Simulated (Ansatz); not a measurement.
Input and command of a calculation in Ansatz (plane waves; scalar-relativistic PAW potentials unless the input names others):

```yaml
crystal:
  lattice:
    - [3.0941201829, -2.9e-09, 0.0]
    - [-1.5470600889, 2.6795866822, 0.0]
    - [0.0, 0.0, 10.1293391949]
  atoms:
    - { symbol: Si, position: [0.6666666667, 0.3333333333, 0.9378441882] }
    - { symbol: Si, position: [0.3333333333, 0.6666666667, 0.4378441882] }
    - { symbol: Si, position: [0.0, 0.0, 0.6878995563] }
    - { symbol: Si, position: [0.0, 0.0, 0.1878995563] }
    - { symbol: C, position: [0.6666666667, 0.3333333333, 0.749807446] }
    - { symbol: C, position: [0.3333333333, 0.6666666667, 0.249807446] }
    - { symbol: C, position: [0.0, 0.0, 0.5004478096] }
    - { symbol: C, position: [0.0, 0.0, 0.0004478096] }
basis:
  ecutwfc: 420
kpoints:
  mp_grid: { grid: [12, 12, 4] }
hamiltonian:
  xc: pbe
scf:
  occupations: { method: gaussian, width: 0.02 }
  max_iter: 80
output:
  forces: true
  eigenvalues: true
  stress: true
total_charge: 4
```

```bash
ansatz run input.yaml --threads 4 --pin off --max-ram 8192MiB --backend cpu --events-out ev --progress --plain --runs-dir out
```

Abridged log:
```
Basis set: ecut = 420 eV, 1629 PW (Γ), exchange–correlation on 48×48×144 points (8 copies of the dense FFT grid, shifted against one another)
Bands: 22, of which v1, the nominal top of the filled ones, is band 14 counted from 1 (13 counted from 0)
Symmetry: 12 space group operations
k-points: 57 of 576 (time reversal used)
SCF iter   1: F=—  HF=-3581.552975 eV  |F-HF|=—  |Δ(HF+E_count)|=         —  Δρ=4.10e-2  dr2=1.54e0  ethr=1.77e-3  ⟨swp⟩=6.5  Hψ=7191  notcnv=0  defer=2
SCF iter   2: F=—  HF=-3581.178940 eV  |F-HF|=—  |Δ(HF+E_count)|=   3.74e-1  Δρ=1.77e-2  dr2=3.17e-1  ethr=1.77e-3  ⟨swp⟩=2.2  Hψ=2559  notcnv=0  defer=191
SCF iter   3: F=—  HF=-3581.111969 eV  |F-HF|=—  |Δ(HF+E_count)|=   6.70e-2  Δρ=1.44e-3  dr2=1.28e-3  ethr=1.13e-3  ⟨swp⟩=2.1  Hψ=1998  notcnv=0  defer=191
SCF iter   4: F=—  HF=-3581.113510 eV  |F-HF|=—  |Δ(HF+E_count)|=   1.54e-3  Δρ=4.69e-4  dr2=6.39e-4  ethr=4.58e-6  ⟨swp⟩=2.4  Hψ=2086  notcnv=0  defer=191
SCF iter   5: F=—  HF=-3581.113402 eV  |F-HF|=—  |Δ(HF+E_count)|=   1.07e-4  Δρ=1.38e-4  dr2=2.47e-5  ethr=2.28e-6  ⟨swp⟩=2.0  Hψ=1535  notcnv=0  defer=191
SCF iter   6: F=—  HF=-3581.113441 eV  |F-HF|=—  |Δ(HF+E_count)|=   3.86e-5  Δρ=3.39e-5  dr2=4.27e-7  ethr=8.82e-8  ⟨swp⟩=2.1  Hψ=1762  notcnv=0  defer=191
SCF iter   7: F=-3581.113442 eV  HF=-3581.113442 eV  |F-HF|=6.98e-10  |Δ(HF+E_count)|=   4.76e-7  Δρ=7.67e-6  dr2=3.33e-8  ethr=3.57e-10  ⟨swp⟩=11.9  Hψ=6779  notcnv=0
SCF 1 converged in 7 iterations: F = -3581.113442 eV  dr2 = 3.33e-8
SCF converged after 7 iterations
Free energy (F): -3581.113442 eV
Harris-Foulkes:  -3581.113442 eV  (|F-HF|=6.98e-10)
Internal energy: -3581.111639 eV  (E = F + TS)
E sigma→0 (E₀):  -3581.112540 eV
Entropy (-TS):   -0.001803 eV (-0.225 meV/atom)
Fermi energy:    7.381199 eV
--- Forces (eV/Å), atoms counted from 1 ---
  atom   1  Si     0.00000000     0.00000000    -0.19510510
  atom   2  Si     0.00000000     0.00000000    -0.19510510
  atom   3  Si     0.00000000     0.00000000    -0.20975984
  atom   4  Si     0.00000000     0.00000000    -0.20975984
  atom   5  C      0.00000000     0.00000000     0.18328601
  atom   6  C      0.00000000     0.00000000     0.18328601
  atom   7  C      0.00000000     0.00000000     0.22163270
  atom   8  C      0.00000000     0.00000000     0.22163270
--- Stress (GPa, compression-positive) ---
       43.819838       0.000000       0.000000
        0.000000      43.819838       0.000000
        0.000000       0.000000      42.883303
  P = ⅓ Tr σ = 43.5077 GPa (435.077 kbar)
```

Question: What should be changed?

Answer: The fault is a net charge on a solid that should be neutral, 4 electrons a cell too few, offset by a uniform background, so that energy and pressure hang on that convention (total_charge: not typed → 4, the first being the value of the sound run). Setting it back cures it. The run converged all the same, with a total energy on another zero, pressure 43.51 GPa (with the neutralising background of the charged cell), largest force 0.222 eV/Å, no gap on the mesh, so convergence alone doesn't show that an input is right. A reference run on usual settings, whose relaxation ended at this geometry, converged, and the end of its own relaxation has pressure 0.00 GPa, largest force 0.000 eV/Å, gap on the mesh 2.22 eV.

The run took 2.2 s on 4 threads of Arm Neoverse V2 (shared host), peak memory 0.37 GiB.